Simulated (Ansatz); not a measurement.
The start is a relaxed PtSe2 cell, doubled along one cell vector, shaken by Gaussian noise of σ = 0.08 Å a coordinate. A full variable-cell relaxation at zero pressure is run with PBEsol (plane waves to 420 eV, PAW, scalar-relativistic; Ansatz, a quantum-chemistry and plane-wave program). The first steps use a coarse 4×4×2 k-mesh.

Initial structure:
```
CELL_PARAMETERS angstrom
      5.42972     0.00000     0.00000
      0.00000     5.42972     0.00000
      0.00000     0.00000    10.85945
ATOMIC_POSITIONS crystal
  Se 0.74190 0.72952 0.36819
  Se 0.74806 0.72577 0.86058
  Se 0.74388 0.26125 0.13149
  Se 0.73175 0.25335 0.61361
  Se 0.24163 0.74089 0.12117
  Se 0.25809 0.77121 0.63001
  Se 0.23804 0.25262 0.36903
  Se 0.28005 0.27226 0.86708
  Pt 0.98520 0.00818 0.99867
  Pt 0.99084 0.00130 0.49750
  Pt 0.48903 0.50327 0.25224
  Pt 0.48782 0.46234 0.74434
```

What pressure does the first self-consistent step give?

+2 GPa (positive: the cell is compressed).

How much energy is released per atom?

0.57 eV/atom.

How does the volume change?

-18.3 %, from 26.68 to 21.80 Å³/atom.

Is the parent structure recovered?

It does not go back: it reaches P1 (No. 1), 0.46 eV/atom below the parent.

How do the shortest distances between atoms change?

The closest pairs of elements (up to four, under 3.6 Å), start → end: Pt–Se 2.03 → 2.37 Å; Se–Se 3.54 → 2.53 Å; Pt–Pt 4.55 → 2.67 Å.

Is the relaxed structure metallic? Give its gap.

Zero (metallic).

Give the final cell and atomic positions.


```xyz
12
Lattice="4.7472 0.0000 0.0000 -0.4932 5.1057 0.0000 -1.8397 -2.6672 10.7922" Properties=species:S:1:pos:R:3 pbc="T T T"
Se     1.8553     2.7529     6.9755
Se     2.2120     3.3494     0.9919
Se    -0.9387     2.3110     8.9049
Se     0.2162     1.8256     4.8764
Se     1.1191    -1.0206    10.0302
Se     3.5179     0.2899     3.4773
Se     0.7790    -0.4194     6.3331
Se     0.7754     0.1990     1.9315
Pt     2.1033     2.0182    10.6075
Pt     3.1951     3.5608     4.9664
Pt     1.0686     0.8410     8.4467
Pt     1.7781     2.2469     3.1055
```

Final values are on a 10×10×5 k-mesh of the relaxed cell. The relaxed cell holds bonded Se–Se pairs (2.53 Å). No spin polarisation in the result.

The relaxed structure here is a generated cell of PtSe2: the first start was made by placing the elements on the sites of a structure type, and the end was not matched to a known phase here, so it may be hypothetical. Known forms of PtSe2 include space group No. 164.
